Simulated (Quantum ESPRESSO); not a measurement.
## Ti2GaHfO7F (a curve over strain)

Computed values, not a measurement. The program is pw.x of Quantum ESPRESSO 7.5 (plane-wave density functional theory). The cell is made up: 12 atoms on a rutile lattice, with randomly drawn elements, strain and displacements, not relaxed. PseudoDojo standard norm-conserving files (v0.5 for PBE, v0.4.1 for LDA and PBEsol) set the functional; there is no spin polarisation, spin-orbit coupling or dispersion term, and the masses in the input are unused placeholders.

The hafnium pseudopotential is less sure than the others, with forces about 3 percent (worst 6) and pressure in oxides about 1.5 GPa (worst 2.7) from a second method in checks, which no rerun with the same files tests.

Seven runs add a strain to one cell (shear xy, as the tensor component); the atoms follow the cell and are not relaxed. Stress in the table is positive in tension.

Input of the run at +0.0016:

```
&control calculation='scf', pseudo_dir='./dojo.nc.sr.pbe.v0_5.standard.upf', outdir='./o', disk_io='low', tprnfor=.true., tstress=.true. /
&system ibrav=0, nat=12, ntyp=5, nbnd=55, ecutwfc=84.00895049, nosym=.true., tot_charge=0,
 occupations='smearing', smearing='fd', degauss=0.0018374661
/
&electrons conv_thr=7.350e-09, electron_maxstep=60, /
ATOMIC_SPECIES
F 1.0 F.upf
Ga 1.0 Ga.upf
Hf 1.0 Hf.upf
O 1.0 O.upf
Ti 1.0 Ti.upf
CELL_PARAMETERS angstrom
4.6692 0.0578 -0.0411
0.0579 4.7711 0.0309
-0.0534 0.04 6.1318
ATOMIC_POSITIONS angstrom
Ti -0.0566 0.0068 -0.0218
Ti 2.202 2.4149 1.5899
Ga 0.0729 0.0806 3.1125
Hf 2.322 2.4235 4.6166
O 1.3762 1.421 -0.0215
O 3.2455 3.2124 0.0695
O 3.7243 1.0126 1.5133
O 0.9787 3.8793 1.4993
O 1.3319 1.5456 3.0278
O 3.2484 3.4269 3.0176
O 3.8125 1.0422 4.5568
F 0.8898 3.8303 4.556
K_POINTS automatic
5 5 4 1 1 1
```

| added strain | free energy less that of the input shown (eV) | stress xx (GPa) | stress yy (GPa) | stress zz (GPa) | stress xy (GPa) | pressure (GPa) | next band up at Gamma (eV) | iterations |
| --- | --- | --- | --- | --- | --- | --- | --- | --- |
| -0.0211 | -0.1442 | -0.07 | 2.33 | 0.31 | -0.37 | -0.86 | 1.613 | 17 |
| -0.0137 | -0.1320 | -0.11 | 2.24 | 0.75 | 2.29 | -0.96 | 1.592 | 17 |
| -0.0030 | -0.0550 | -0.37 | 1.88 | 1.24 | 6.17 | -0.92 | 1.556 | 17 |
| +0.0016 | 0.0000 | -0.55 | 1.65 | 1.41 | 7.85 | -0.84 | 1.539 | 17 |
| +0.0089 | 0.1147 | -0.93 | 1.18 | 1.59 | 10.56 | -0.61 | 1.510 | 18 |
| +0.0157 | 0.2515 | -1.38 | 0.63 | 1.70 | 13.10 | -0.32 | 1.481 | 17 |

Question: one run is left out of the table, at -0.0185. Estimate its stress xy (GPa).

Answer: 0.56. The whole row:

```
added strain  free energy less that of the input shown (eV)  stress xx (GPa)  stress yy (GPa)  stress zz (GPa)  stress xy (GPa)  pressure (GPa)  next band up at Gamma (eV)  iterations
     -0.0185                                        -0.1437            -0.06             2.32             0.48             0.56           -0.91                       1.606          17
```

A cubic fit gives a slope of stress xy against the added strain of 367 GPa at zero added strain, with the atoms clamped. Across the table the free energy follows the integral of the stress to within 0.4 meV. A rerun of one of the cells at a cutoff of 1437 eV and k mesh 7 x 7 x 6 moved values by no more than 0.004 eV in energy, 0.04 GPa in stress and 0.002 eV/Å in force. The band column is the level of band 50 at Gamma less that of band 49, whose number is half the electron count, rounded up; it comes from a band step after each run.